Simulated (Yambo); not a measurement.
ZnSe (zinc blende, space group F-43m, No. 216): the exchange self-energy on LDA orbitals (Yambo, 4×4×4 mesh) holds the Coulomb divergence, which is integrated with random points (RandQpts).

```tsv
random points	exchange-only gap Γ → Γ (eV)	shift of the valence edge (eV)	gap against the reference (meV)
1,000	9.22	-3.71	108
10,000	9.01	-3.40	-103
100,000	9.13	-3.60	25
1,000,000	9.13	-3.60	22
5,000,000	9.11	-3.56	reference
```

No other run stays within 20 meV of the one with most points. The error is statistical; each row is a single draw, so the rows fix no rate of convergence.

Spin-orbit coupling is not included.

Geometry relaxed with LDA; primitive cell a = b = c = 3.9366 Å, α = β = γ = 60.00°.

A shift is the quasiparticle energy of the state minus its LDA energy.
